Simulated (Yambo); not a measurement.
Material: CdO2H2 (space group P-3m1, No. 164); a = b = 3.5433 Å, c = 4.5852 Å, α = β = 90.00°, γ = 120.00° (5 atoms in the cell). Cell and atoms were relaxed with PBE+D3(BJ) from Materials Project entry mp-625548, within its symmetry.

With norm-conserving PBEsol (Quantum ESPRESSO, 102 Ry, no spin-orbit coupling), the gap between the mesh's edge points (M → Γ) is 1.591 eV.

Q: What does a G0W0 run in Yambo give for it (6×6×4 Γ-centred k mesh, bands 5 to 79 and a 7 Ry block in the screening, 79 bands in G with the Bruneval-Gonze terminator, plasmon pole fitted at 27.2 eV)?

A: The correction is 1.708 eV, giving 3.300 eV, 2.1 times the PBEsol value.  Convergence of the G0W0 settings was not tested. Spin-orbit splittings are left out.

The structure is a Materials Project entry; no match was found in the copy of COD used, and its stability was not checked.
